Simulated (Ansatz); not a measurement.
This is a relaxation of cell and atoms with Ansatz on AlIn2As3 as one 6-atom ordering (I-4m2) on the zincblende lattice; the level of theory is PBE. The start is a rough guess from atomic radii.

```yaml
crystal:
  lattice:
    - [-2.0403433061, 2.0403433061, 8.6564435261]
    - [2.0403433061, -2.0403433061, 8.6564435261]
    - [2.0403433061, 2.0403433061, -8.6564435261]
  atoms:
    - { symbol: Al, position: [0.0, 0.0, 0.0] }
    - { symbol: As, position: [0.4166666667, 0.9166666667, 0.5] }
    - { symbol: In, position: [0.3333333333, 0.3333333333, 0.0] }
    - { symbol: As, position: [0.75, 0.25, 0.5] }
    - { symbol: In, position: [0.6666666667, 0.6666666667, 0.0] }
    - { symbol: As, position: [0.0833333333, 0.5833333333, 0.5] }
kpoints:
  mp_grid: { grid: [8, 8, 8] }
hamiltonian:
  xc: pbe
scf:
  occupations: { method: fermi_dirac, width: 0.02 }
relax:
  f_tol: 0.005
  cell: {}
```

The trajectory has 5 recorded frames, each with positions in Å and forces in eV/Å. The last, and any step after a large change of cell, is solved on a basis re-selected at its cell; pressure is positive in compression.

Step 1: energy 0.0 meV/atom from step 1, largest force component 1.744 eV/Å, pressure +10.47 GPa
```xyz
6
Lattice="-2.0403 2.0403 8.6564 2.0403 -2.0403 8.6564 2.0403 2.0403 -8.6564" Properties=species:S:1:pos:R:3:forces:R:3 pbc="T T T"
Al    0.0000    0.0000    0.0000    0.0000    0.0000    0.0000
As    2.0403    0.0000    7.2137    0.0000    0.0000    1.7435
In    0.0000    0.0000    5.7710    0.0000    0.0000    0.0759
As    0.0000    2.0403    4.3282    0.0000    0.0000    0.0000
In    0.0000    0.0000   11.5419    0.0000    0.0000   -0.0759
As    2.0403    0.0000    1.4427    0.0000    0.0000   -1.7435
```

Task: How does the relaxation go on, and where does it end?

Result:
Step 2: energy -136.9 meV/atom from step 1, largest force component 0.251 eV/Å, pressure +0.14 GPa
```xyz
6
Lattice="-2.1290 2.1290 9.0252 2.1290 -2.1290 9.0252 2.1290 2.1290 -9.0252" Properties=species:S:1:pos:R:3:forces:R:3 pbc="T T T"
Al    0.0000    0.0000    0.0000    0.0000    0.0000    0.0000
As    2.1290    0.0000    7.7250    0.0000    0.0000   -0.2515
In    0.0000    0.0000    6.1107    0.0000    0.0000   -0.0345
As    0.0000    2.1290    4.5126    0.0000    0.0000    0.0000
In    0.0000    0.0000   11.9397    0.0000    0.0000    0.0345
As    2.1290    0.0000    1.3002    0.0000    0.0000    0.2515
```

Step 3: energy -138.5 meV/atom from step 1, largest force component 0.022 eV/Å, pressure -0.06 GPa
```xyz
6
Lattice="-2.1318 2.1318 9.0388 2.1318 -2.1318 9.0388 2.1318 2.1318 -9.0388" Properties=species:S:1:pos:R:3:forces:R:3 pbc="T T T"
Al    0.0000    0.0000    0.0000    0.0000    0.0000    0.0000
As    2.1318    0.0000    7.7033    0.0000    0.0000   -0.0223
In    0.0000    0.0000    6.1010    0.0000    0.0000    0.0178
As    0.0000    2.1318    4.5194    0.0000    0.0000    0.0000
In    0.0000    0.0000   11.9765    0.0000    0.0000   -0.0178
As    2.1318    0.0000    1.3355    0.0000    0.0000    0.0223
```

Step 4: energy -138.5 meV/atom from step 1, largest force component 0.000 eV/Å, pressure -0.02 GPa
```xyz
6
Lattice="-2.1292 2.1292 9.0539 2.1292 -2.1292 9.0539 2.1292 2.1292 -9.0539" Properties=species:S:1:pos:R:3:forces:R:3 pbc="T T T"
Al    0.0000    0.0000    0.0000    0.0000    0.0000    0.0000
As    2.1292    0.0000    7.7139    0.0000    0.0000   -0.0004
In    0.0000    0.0000    6.1118    0.0000    0.0000    0.0005
As    0.0000    2.1292    4.5269    0.0000    0.0000    0.0000
In    0.0000    0.0000   11.9960    0.0000    0.0000   -0.0005
As    2.1292    0.0000    1.3400    0.0000    0.0000    0.0004
```

Step 5: energy -139.4 meV/atom from step 1, largest force component 0.000 eV/Å, pressure 0.00 GPa
```xyz
6
Lattice="-2.1292 2.1292 9.0539 2.1292 -2.1292 9.0539 2.1292 2.1292 -9.0539" Properties=species:S:1:pos:R:3:forces:R:3 pbc="T T T"
Al    0.0000    0.0000    0.0000    0.0000    0.0000    0.0000
As    2.1292    0.0000    7.7139    0.0000    0.0000   -0.0003
In    0.0000    0.0000    6.1118    0.0000    0.0000    0.0002
As    0.0000    2.1292    4.5269    0.0000    0.0000    0.0000
In    0.0000    0.0000   11.9960    0.0000    0.0000   -0.0002
As    2.1292    0.0000    1.3400    0.0000    0.0000    0.0003
```

In 4 steps the volume changed by +13.9 %; between the first SCF and the last, each on a basis chosen for its cell, the energy fell by 139 meV an atom. Final cell: space group I-4m2 (No. 119), tetragonal; conventional cell a = 4.258 Å, c = 18.108 Å, 27.36 Å³ an atom. Al is surrounded by 4 As at 2.52 Å; As is surrounded by 2 Al at 2.52 Å and 2 In at 2.66 Å; In is surrounded by 4 As at 2.65–2.66 Å; As is surrounded by 4 In at 2.65 Å.

Run as `ansatz run input.yaml --threads 2 --pin off --max-ram 18432MiB --backend cpu --events-out ev --progress --plain --runs-dir out`. It took 58 s on 2 threads of AMD EPYC 7R13 Processor (Zen 3), with other jobs on the host, load about 1.4 per core; peak host memory 0.77 GiB.

Computed, not measured; no magnetism was allowed, and whether the structure is a known phase isn't checked.
